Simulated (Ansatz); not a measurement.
YSi2 in space group I4_1/amd (No. 141; Y on 4a, Si on 8e), the program Ansatz at the PBE level (PAW), all energies at zero smearing, with the estimated change up to a 700 eV cutoff added, with one set of potentials and settings (totals compare only within such a set). Cell of 6 atoms (2 Y, 4 Si): -10243.885 eV.

```csv
element,reference phase,E (eV/atom)
Y,"P6_3/mmc, 2 atoms in the cell",-3848.6668
Si,"Fd-3m, 2 atoms in the cell",-635.8096
```

Formation energy per atom, worked out: (-10243.885 − 2×(-3848.6668) − 4×(-635.8096))/6 = -0.552 eV/atom (-53 kJ per mol of atoms), at 0 K, without zero-point energy or fitted corrections.

The first step of the workflow began from a Materials Project structure, measured or hypothetical; the Crystallography Open Database copy checked does not list it. COD files the formula under space group No. 191, so this cell is another polymorph or a model. Its standing as an ambient phase is unchecked. The PBE relaxation kept the symmetry of its start; whether a distortion lowers the energy is not shown. No spin polarisation was allowed. The references are the lowest solids computed at this level, not always the standard phases.

Potentials: the later of the program's two PAW sets.
